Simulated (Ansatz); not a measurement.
Zr$_{2}$Ir:
```xyz
6
Lattice="-3.2521 3.2521 2.8879 3.2521 -3.2521 2.8879 3.2521 3.2521 -2.8879" Properties=species:S:1:pos:R:3 pbc="T T T"
Zr     1.1289     4.3809     0.0000
Zr     2.1232    -1.1289     2.8879
Zr     2.1232     1.1289     0.0000
Zr     1.1289     2.1232     2.8879
Ir     0.0000     0.0000     4.3319
Ir     0.0000     0.0000     1.4440
```

Relaxed with r²SCAN.

### Question
Tabulate the valence density and the electron localisation function along the shortest Zr–Ir contact (2.80 Å), r²SCAN in the plane-wave PAW code Ansatz.

### Answer


| distance from Zr (Å) | density (e/Å³) | ELF |
|---|---|---|
| 0.28 | 3.88 | 0.38 |
| 0.42 | 4.11 | 0.70 |
| 0.56 | 3.42 | 0.81 |
| 0.70 | 2.28 | 0.80 |
| 0.84 | 1.28 | 0.64 |
| 0.98 | 0.67 | 0.36 |
| 1.12 | 0.41 | 0.19 |
| 1.26 | 0.33 | 0.20 |
| 1.40 | 0.34 | 0.30 |
| 1.54 | 0.42 | 0.36 |
| 1.68 | 0.58 | 0.35 |
| 1.82 | 0.92 | 0.38 |
| 1.96 | 1.73 | 0.49 |
| 2.10 | 3.35 | 0.62 |
| 2.24 | 5.59 | 0.69 |
| 2.38 | 7.66 | 0.67 |
| 2.52 | 8.79 | 0.55 |

The density is the valence pseudo-density with augmentation charge, so density and ELF within about 1 Å of a nucleus are not all-electron values.

Space group I4/mcm. The workflow started from a Materials Project entry (that database holds measured and hypothetical structures alike); the Crystallography Open Database copy checked does not list it. Its standing as an ambient phase is unchecked. The cell was relaxed with r²SCAN under the symmetry of its start; whether a distortion lowers the energy is not shown. The run is not spin-polarised. Spin–orbit coupling is left out wherever it is not named.

Potentials: the later of the program's two PAW sets.
